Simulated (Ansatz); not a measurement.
Calculated with Ansatz: RbCrBr₃, relaxation

The command:

```bash
ansatz run input.yaml --threads 2 --pin off --max-ram 4096MiB --backend cpu --events-out ev --progress --plain --runs-dir out
```

Input:

```yaml
crystal:
  lattice:
    - [5.49280928, 0.0, 0.0]
    - [0.0, 5.49280928, 0.0]
    - [0.0, 0.0, 5.49280928]
  atoms:
    - { symbol: Cr, position: [0.0, 0.0, 0.0], spin: 4.0 }
    - { symbol: Br, position: [0.5, 0.0, 0.0] }
    - { symbol: Br, position: [0.0, 0.5, 0.0] }
    - { symbol: Br, position: [0.0, 0.0, 0.5] }
    - { symbol: Rb, position: [0.5, 0.5, 0.5] }
  symmetry: { detect: false, time_reversal: true }
kpoints:
  mp_grid: { grid: [5, 5, 5], shift: [0, 0, 0] }
magnetization:
  spin_polarized: true
scf:
  occupations: { method: gaussian, width: 0.0592 }
  lower_state_search: "off"
hamiltonian:
  pseudopotentials: { kind: paw }
  xc: pbe
  hubbard:
    projectors: all-electron-ortho-atomic
    sites: [{ species: Cr, l: d, u_eff: 5.2 }]
basis:
  ecutwfc: 420
  fft_grid_basis: typed
relax:
  max_steps: 80
  cell: { p_target: 0.0 }
output:
  forces: true
  stress: true
  eigenvalues: true
  bader: true
  populations: true
  elf: true
  write_potential: true
  volumetric_format: npy
  dos:
    e_range: [-12, 8]
    de: 0.05
    projected: { site_lists: { Br: [Br], Cr: [Cr], Rb: [Rb] } }
checkpoint:
  read: saved_state
```

Origin of the cell: a known structure type with other elements, at an estimated volume, so it need not be a known compound.

The saved state is a converged single point of the same cell, with its larger moments on Cr1 up.

The program first moved the atoms by about 0.01 Å at random, to leave a saddle point that the symmetry would hold.

Output (shortened):

```
Cr: projections on atomic orbitals take those of the free atom [Ne] 3s2 3p6 3d5 4s1, of charge +0.00 (hamiltonian.pseudopotentials.projection_atoms); the dataset's partial waves leave at most […]
Br: projections on atomic orbitals take those of the free atom [Ar 3d10] 4s2 4p5, of charge +0.00 (hamiltonian.pseudopotentials.projection_atoms); the dataset's partial waves leave at most 2. […]
Rb: projections on atomic orbitals take those of the free atom [Ar 3d10] 4s2 4p6 5s1, of charge +0.00 (hamiltonian.pseudopotentials.projection_atoms); the dataset's partial waves leave at mos […]
the start keeps a symmetry that the run doesn't impose, so 5 atoms are moved at random by 1.00e-2 Å, to let the relaxation leave a saddle point. relax.escape_saddle: false keeps them in place
Pseudopotentials: kind: paw
Pseudopotential: Cr, paw, valence charge 14, recommended cutoff 420 eV (normal), Cr.paw.azcp
Pseudopotential: Br, paw, valence charge 7, recommended cutoff 420 eV (normal), Br.paw.azcp
Pseudopotential: Rb, paw, valence charge 9, recommended cutoff 420 eV (normal), Rb.paw.azcp
Functional definition: PBE
  exchange = pbe_x(kappa = kappa, mu = beta*pi^2/3)
  correlation = pbe_c(beta = beta)
[… 13 lines left out …]
Starting moments: Σ|m| = 4 μB on 1 of 5 sites; this step starts from the density that it was given
Functional: x = pbe(κ = 0.804, μ = 0.219515), c = pbe(β = 0.066725)
SCF iter   1: F=—  HF=-14998.138176 eV  Δρ=2.30e-3  dr2=2.41e-3  dr2_m=2.34e-3  M=4.000 μB ∫|m|=4.545 μB
SCF iter   2: F=—  HF=-14998.170137 eV  Δρ=1.76e-3  dr2=1.91e-3  dr2_m=1.34e-3  M=4.000 μB ∫|m|=4.536 μB
SCF iter   3: F=—  HF=-14998.190451 eV  Δρ=1.04e-3  dr2=2.18e-3  dr2_m=5.78e-4  M=4.000 μB ∫|m|=4.551 μB
SCF iter   4: F=—  HF=-14998.212210 eV  Δρ=3.40e-4  dr2=2.05e-4  dr2_m=6.19e-5  M=4.000 μB ∫|m|=4.538 μB
SCF iter   5: F=—  HF=-14998.212666 eV  Δρ=5.63e-4  dr2=3.47e-4  dr2_m=2.06e-4  M=4.000 μB ∫|m|=4.528 μB
SCF iter   6: F=—  HF=-14998.213313 eV  Δρ=7.36e-4  dr2=7.49e-4  dr2_m=2.60e-4  M=4.000 μB ∫|m|=4.520 μB
[… 15 lines left out …]
SCF iter  22: F=—  HF=-14998.217911 eV  Δρ=5.67e-5  dr2=9.20e-6  dr2_m=1.54e-6  M=4.000 μB ∫|m|=4.442 μB  defer=3
SCF iter  23: F=—  HF=-14998.217920 eV  Δρ=1.90e-5  dr2=1.28e-6  dr2_m=2.05e-7  M=4.000 μB ∫|m|=4.444 μB  defer=3
SCF iter  24: F=—  HF=-14998.217922 eV  Δρ=1.08e-5  dr2=3.36e-7  dr2_m=3.52e-8  M=4.000 μB ∫|m|=4.445 μB  defer=3
SCF iter  25: F=-14998.217922 eV  HF=-14998.217922 eV  Δρ=9.91e-7  dr2=1.41e-8  dr2_m=4.50e-11  M=4.000 μB ∫|m|=4.445 μB
SCF iter  26: F=-14998.217922 eV  HF=-14998.217922 eV  Δρ=1.24e-6  dr2=5.41e-9  dr2_m=4.75e-10  M=4.000 μB ∫|m|=4.445 μB
SCF iter  27: F=-14998.217922 eV  HF=-14998.217922 eV  Δρ=2.96e-7  dr2=5.82e-10  dr2_m=2.76e-11  M=4.000 μB ∫|m|=4.445 μB
relax step   1: F+E_penalty+E_count = -14998.217500 eV  Δ(F+E_penalty+E_count) = +0.000e0 eV  max|allowed force component| = 3.296e-2 eV/Å  Δτ_max = 0.0000 Å  P = -0.884 GPa  Ω = 165.723 Å³ […]
relax step   2: F+E_penalty+E_count = -14998.246456 eV  Δ(F+E_penalty+E_count) = -2.896e-2 eV  max|allowed force component| = 2.764e-2 eV/Å  Δτ_max = 0.0049 Å  P = -0.397 GPa  Ω = 162.063 Å³ […]
relax step   3: F+E_penalty+E_count = -14998.261067 eV  Δ(F+E_penalty+E_count) = -1.461e-2 eV  max|allowed force component| = 4.885e-2 eV/Å  Δτ_max = 0.0101 Å  P = +0.218 GPa  Ω = 158.490 Å³ […]
relax step   4: F+E_penalty+E_count = -14998.262500 eV  Δ(F+E_penalty+E_count) = -1.433e-3 eV  max|allowed force component| = 2.007e-3 eV/Å  Δτ_max = 0.0109 Å  P = -0.009 GPa  Ω = 159.922 Å³ […]
relax step   5: F+E_penalty+E_count = -14998.262105 eV  Δ(F+E_penalty+E_count) = +3.958e-4 eV  max|allowed force component| = 2.004e-3 eV/Å  Δτ_max = 0.0000 Å  P = -0.006 GPa  Ω = 159.922 Å³  stress off target by 8.52e-3 GPa […]
WARN: the relaxation ended near the 48 symmetry operations of its rattled start. A stable structure does so, and so can a saddle point along a move or strain that wasn't checked. `relax.rando […]
SCF 6 converged in 7 iterations: F = -14998.262105 eV  dr2 = 4.21e-12
basis re-selected at this cell: Δ(F+E_penalty+E_count) = +3.958e-4 eV, ΔP = +0.002 GPa vs the last step (what re-selecting the basis moved, of the pressure what is left beyond the Pulay corre […]
SCF converged after 7 iterations
Magnetization: 4.0000 μB (24.0000 up, 20.0000 down)
Absolute magnetization: 4.4006 μB (∫|ρ↑−ρ↓|, with the PAW one-centre terms)
Spin contamination: 0.1095 ħ² per cell (⟨S²⟩ above its minimum at these occupations)
Per-site moments (μB) at R_I (Å): [(3.748851, 1.100278), (-0.060913, 1.100278), (-0.060914, 1.100306), (-0.044074, 1.158672), (0.001557, 1.555579)]
Free energy (F): -14998.262105 eV
Harris-Foulkes:  -14998.262105 eV  (|F-HF|=1.82e-12)
Internal energy: -14998.261344 eV  (E = F + TS)
E sigma→0 (E₀):  -14998.261724 eV
Entropy (-TS):   -0.000760 eV (-0.152 meV/atom)
Fermi energy:    3.871039 eV
--- Per-component energies (eV) ---
  E_band       = -480.253541
  E_kinetic    = 932.228590
  E_local      = -3719.744740  (includes V_loc(G=0)·N_el)
  E_nonlocal   = 469.646183
  E_hartree    = 1393.352675
  E_xc         = -1061.163566
  E_vxc        = -622.060532  (∫ρ·V_xc dr)
  E_hubbard    = 1.368076  (on-site DFT+U / exact-exchange correction)
  E_vhub       = -9.126836  (the Hubbard potential's part of the band-sum identity)
  E_paw        = -10557.970495  (= ΣΔE_a)
  E_vpaw       = -317.902023  (= ΣTr[D̂ρ^β])
  E_aug_tail   = 0.000376  (compensation charges beyond the density's cutoff)
  E_ewald      = -2455.978443
  E_smearing   = -0.000760  (= −TS)
  Σ components = -14998.262105   (vs F -14998.262105, Δ=0.00e0)
--- Forces (eV/Å), atoms counted from 1 ---
  atom   1  Cr     0.000805     0.000269    -0.000560
  atom   2  Br     0.000301     0.000615     0.000005
  atom   3  Br     0.000123    -0.002004     0.000047
  atom   4  Br    -0.000497     0.000721     0.000944
  atom   5  Rb    -0.000732     0.000401    -0.000435
  max |Σ_I F_I| component: 1.88e-6 eV/Å
--- Stress (GPa, compression-positive) ---
       -0.007833      -0.000782       0.000251
       -0.000783      -0.007618      -0.000382
        0.000250      -0.000382      -0.003804
  P = ⅓ Tr σ = -0.0064 GPa (-0.064 kbar)
Occupation matrices written to <dir>
--- Relaxed structure (4 steps of the walk, 4 accepted, 1 SCFs on fresh bases) ---
  F+E_penalty+E_count = -14998.262105 eV   max|allowed force component| = 2.004e-3 eV/Å   (the final SCF, on the basis selected at the relaxed cell)
  cell:  # Å, volume = 159.9217 Å³
    - [5.335072, 0.000163, -6.458e-5]
    - [0.000163, 5.335019, 0.000101]
    - [-6.458e-5, 0.000101, 5.618640]
  atoms:
    - { symbol: Cr, position: [6.034e-5, 0.000764, 0.000745] }
    - { symbol: Br, position: [0.500097, 0.000626, 0.000685] }
    - { symbol: Br, position: [8.249e-5, 0.500782, 0.000661] }
    - { symbol: Br, position: [0.000292, 0.000587, 0.500671] }
    - { symbol: Rb, position: [0.500508, 0.500477, 0.500923] }
--- Löwdin populations: 5 sites ---
  site symbol       q [e]    m [muB]
     0     Cr     13.0934     4.1181
     1     Br      7.4603    -0.0711
     2     Br      7.4602    -0.0711
     3     Br      7.5417    -0.0365
     4     Rb      8.2676     0.0072
  spilling = 0.004017 (of n_electrons = 44.000000)
--- Bader charges: 5 sites ---
  site symbol  charge [e]  shift [e]    m [muB]
     0     Cr      1.2612     0.0002     3.9727
     1     Br     -0.7020     0.0001     0.0038
     2     Br     -0.7020     0.0001     0.0038
     3     Br     -0.7288     0.0004     0.0168
     4     Rb      0.8716     0.0000     0.0028
  estimated error of the sums over rays = 3.0e-4 e
```

The starting structure.

Space group Pm-3m (No. 221); the run's cell has a = 5.493 Å, b = 5.493 Å, c = 5.493 Å, α = 90.00°, β = 90.00°, γ = 90.00°. Shortest distances: Br–Cr 2.75 Å.

After:

Space group P4/mmm (No. 123); the run's cell has a = 5.335 Å, b = 5.335 Å, c = 5.619 Å, α = 90.00°, β = 90.00°, γ = 90.00°. Shortest distances: Br–Cr 2.67 Å.

* Free energy lowered by: 8.9 meV/atom
* Volume change: -3.50 %
* Final pressure: -0.01 GPa
* Relaxation steps listed: 5
* Gap on the mesh: none (metal)
* Site moments at the end (small spheres, which read low): Cr1 +3.7 μB
* Total moment: 4.00 μB

Caveats: the displaced walk ended near the symmetry of the start; the magnetic state was chosen at the start cell and may not be the lowest after relaxing; the program displaced the start to leave a saddle point.

The run took 430 s of wall time on 2 CPU thread(s) of a shared host, from a saved density.
